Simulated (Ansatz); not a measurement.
GaAs:
```yaml
crystal:
  lattice:
    - [6.91613, 0.00000, 0.00000]
    - [0.00000, 6.91613, 0.00000]
    - [0.00000, 0.00000, 4.00384]
  atoms:
    - { symbol: Ga, position: [0.32403, 0.67597, 0.00000] }
    - { symbol: Ga, position: [0.67597, 0.32403, 0.00000] }
    - { symbol: Ga, position: [0.82403, 0.82403, 0.50000] }
    - { symbol: Ga, position: [0.17597, 0.17597, 0.50000] }
    - { symbol: As, position: [0.31783, 0.31783, 0.00000] }
    - { symbol: As, position: [0.68217, 0.68217, 0.00000] }
    - { symbol: As, position: [0.18217, 0.81783, 0.50000] }
    - { symbol: As, position: [0.81783, 0.18217, 0.50000] }
```

Relaxed with PBEsol. Special points in fractions of this cell's reciprocal vectors: Γ (0.000, 0.000, 0.000); X (0.000, 0.500, 0.000); M (0.500, 0.500, 0.000); Z (0.000, 0.000, 0.500); R (0.000, 0.500, 0.500); A (0.500, 0.500, 0.500).

Q: List the band energies nearest the valence-band maximum at these points for DFT-PBEsol in the program Ansatz with PAW potentials.

A: In eV from the valence-band maximum; about four levels below and three above (degenerate sets whole), none deeper than 8.9 eV; points with the same levels are listed once.

```csv
k,below,above
Γ,-0.30 -0.12 0.00 0.00,0.48 1.03 1.47 1.47
X,-1.11 -1.11 -0.70 -0.70,1.73 1.73 1.92 1.92
M,-1.51 -1.51 -1.27 -1.27,1.72 1.72 2.29 2.29
Z,-2.18 -2.18 -2.18 -2.18,2.24 2.24 3.80 3.80
R,-1.99 -1.99 -1.20 -1.20,1.67 1.67 2.53 2.53
A,-1.70 -1.70 -1.63 -1.63,0.62 0.62 2.08 2.08
```

Space group P4_2/mnm. The start of the workflow was typed in or built on a structure type; neither database checked (COD, Materials Project) lists it. It is not the phase usual at ambient conditions (space group No. 216). Symmetry was held in the PBEsol relaxation; its stability against distortions is not shown here. The volume moved by 16 % from the start of the relaxation. Spin–orbit coupling is left out wherever it is not named.

Potentials: the earlier of the program's two PAW sets. The files were generated under PBE; for other functionals the program regenerates the frozen cores, and for LDA and PBEsol the local potential too.
